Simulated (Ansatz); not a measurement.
**Calculation log, TiRh (P4/mmm) (elastic constants by finite strains)**

Computed with r²SCAN, PAW on Ansatz 0.2.0's default frozen-core files (fitted under PBE), scalar-relativistic; not a measurement.

Cell and atoms were relaxed beforehand by PAW with this functional.

Launched as:

```sh
ansatz run input.yaml --threads 1 --pin off --max-ram 2560MiB --backend cpu --events-out ev --progress --plain --runs-dir out
```

Input:

```yaml
crystal:
  lattice:
    - [2.94946710611, 0.0, 0.0]
    - [0.0, 2.94946710611, 0.0]
    - [0.0, 0.0, 3.38388586479]
  atoms:
    - { symbol: Ti, position: [0.5, 0.5, 0.5] }
    - { symbol: Rh, position: [0.0, 0.0, 0.0] }
kpoints:
  mp_grid: { grid: [16, 16, 14] }
scf:
  occupations: { method: fermi_dirac, width: 0.05 }
hamiltonian:
  xc: r2scan
  pseudopotentials: { kind: paw }
elastic:
  mode: relaxed_ion
  stencil: four_point
  amplitude: 0.003
```

The program printed:

```
Warning: RAYON_NUM_THREADS=1 ignored (pool sized by the plan → 1); use --threads N
Engine: ansatz 0.2.0, x86_64-unknown-linux-gnu
Pseudopotentials: kind: paw
Pseudopotential: Ti, paw, valence charge 12, recommended cutoff 500 eV (meta_gga), Ti.paw.azcp
Pseudopotential: Rh, paw, valence charge 17, recommended cutoff 500 eV (meta_gga), Rh.paw.azcp
Functional definition: r2SCAN
  parameter k0 = 0.174
  parameter k1 = 0.065
  parameter a1 = 4.9479
  exchange = r2scan_x(k0 = k0, k1 = k1, a1 = a1)
  correlation = r2scan_c
Crystal: 2 atoms, lattice volume = 29.438 Å³
Basis set: ecut = 500 eV, 733 PW (Γ), exchange–correlation on 96×96×100 points (64 copies of the dense FFT grid, shifted against one another)
Bands: 19, of which v1, the nominal top of the filled ones, is band 15 counted from 1 (14 counted from 0)
Symmetry: 16 space group operations
Space group: P4/mmm (ITA 123), of the structure as read, at distance tolerance 3.1e-5 Å
k-points: 360 of 3584
Non-local potential: Ti, projectors of the file, l = 0: 3, l = 1: 2, l = 2: 3, l = 3: 1
Non-local potential: Rh, projectors of the file, l = 0: 3, l = 1: 2, l = 2: 2, l = 3: 1
[... 191 lines left out ...]
     6.000e-3       1.5680       -8921.2468111       9  130513    770   relax 0 steps, max|allowed force component| 5.36e-29 eV/Å
  strain η (Voigt 23):  stress-route row diagonal C_44 = 54.57 GPa, energy-path curvature d²(F+E_count+ΔE)/dδ²/Ω₀ = 54.67 GPa
    cells at ±δ against ±2δ: C44 54.55 and 54.49 GPa, apart by 0.12 % of the column's largest entry
         δ    σ_23 (GPa)             F (eV)   n_scf  n_hpsi   n_pw
    -6.000e-3      -0.3269       -8921.2474966      10  444163    768   relax 0 steps, max|allowed force component| 0.00e0 eV/Å
    -3.000e-3      -0.1636       -8921.2476312       8  470996    768   relax 0 steps, max|allowed force component| 0.00e0 eV/Å
     3.000e-3       0.1636       -8921.2476312       8  470416    768   relax 0 steps, max|allowed force component| 0.00e0 eV/Å
     6.000e-3       0.3269       -8921.2474966       9  380763    768   relax 0 steps, max|allowed force component| 0.00e0 eV/Å
  strain η (Voigt 12):  stress-route row diagonal C_66 = 45.52 GPa, energy-path curvature d²(F+E_count+ΔE)/dδ²/Ω₀ = 45.72 GPa
    cells at ±δ against ±2δ: C66 45.52 and 45.52 GPa, apart by 0.01 % of the column's largest entry
         δ    σ_12 (GPa)             F (eV)   n_scf  n_hpsi   n_pw
    -6.000e-3      -0.2731       -8921.2475245      10  248553    766   relax 0 steps, max|allowed force component| 7.73e-29 eV/Å
    -3.000e-3      -0.1366       -8921.2476390       8  251064    766   relax 0 steps, max|allowed force component| 1.34e-29 eV/Å
     3.000e-3       0.1366       -8921.2476390       8  251062    766   relax 0 steps, max|allowed force component| 2.05e-29 eV/Å
     6.000e-3       0.2731       -8921.2475245       9  208709    766   relax 0 steps, max|allowed force component| 2.01e-29 eV/Å
```

The run converged.

### Elastic moduli

Elastic constants of a crystal by Kohn-Sham DFT: slopes of the stress over finite engineering strains of the given cell, Voigt indices, Cartesian axes as in the input; Hill averages of a grain aggregate, Debye temperature from the mean sound speed over directions.

- Bulk modulus: 205.3 GPa
- Shear modulus: 55.34 GPa
- Young modulus: 152.3 GPa
- Poisson ratio: 0.3763
- Bulk over shear modulus: 3.71
- Elastic anisotropy index: 0.2509
- Least young modulus: 126.8 GPa
- Largest young modulus: 185.5 GPa
- Longitudinal sound speed: 5728 m/s
- Transverse sound speed: 2551 m/s
- Elastic debye temperature: 348.2 K
- Linear compressibility (x, y, z): 1.65, 1.65, 1.571 1/TPa

**Strained cells**

Stress of each strained cell less that at rest, tension positive.

```
strain component  strain  stress xx (GPa)  stress yy (GPa)  stress zz (GPa)  stress yz (GPa)  stress xz (GPa)  stress xy (GPa)  relaxation steps
              xx  -0.006           -1.868          -0.8206           -1.068                0                0                0                 0
              xx  -0.003          -0.9216          -0.4092          -0.5301                0                0                0                 0
              xx   0.003           0.8947           0.4079           0.5234                0                0                0                 0
              xx   0.006             1.76           0.8153            1.042                0                0                0                 0
              zz  -0.006           -1.065           -1.065           -1.643                0                0                0                 0
              zz  -0.003          -0.5292          -0.5292          -0.8124                0                0                0                 0
              zz   0.003           0.5236           0.5236           0.7952                0                0                0                 0
              zz   0.006            1.041            1.041            1.575                0                0                0                 0
              yz  -0.006          -0.0025          -0.0079          -0.0058          -0.3269                0                0                 0
              yz  -0.003          -0.0006           -0.002          -0.0015          -0.1636                0                0                 0
              yz   0.003          -0.0006           -0.002          -0.0015           0.1636                0                0                 0
              yz   0.006          -0.0025          -0.0079          -0.0058           0.3269                0                0                 0
              xy  -0.006           0.0016           0.0016          -0.0127                0                0          -0.2731                 0
              xy  -0.003           0.0004           0.0004          -0.0032                0                0          -0.1366                 0
              xy   0.003           0.0004           0.0004          -0.0032                0                0           0.1366                 0
              xy   0.006           0.0016           0.0016          -0.0127                0                0           0.2731                 0
```

### Elastic constants

```json
{
 "Pressure at rest": "-0.005 GPa",
 "Least elastic eigenvalue": "45.52 GPa",
 "Elastically stable": "yes"
}
```

| index | elastic (GPa) |
| --- | --- |
| 11 | 302.8 |
| 12 | 136.1 |
| 13 | 175.5 |
| 33 | 267.9 |
| 44 | 54.57 |
| 66 | 45.52 |

Keep in mind: frozen-core PAW files fitted under PBE, their cores solved anew for the functional of the run; responses of metals move with mesh and smearing; the softest shear constant rests on one k mesh, and a soft shear can herald a distortion on cooling; elastic stability says nothing of phonons or of other phases.

It took 22 min on 1 thread of Intel(R) Xeon(R) Platinum 8259CL CPU @ 2.50GHz (Skylake/Cascade Lake), with other jobs on the host, peak memory 0.99 GiB.
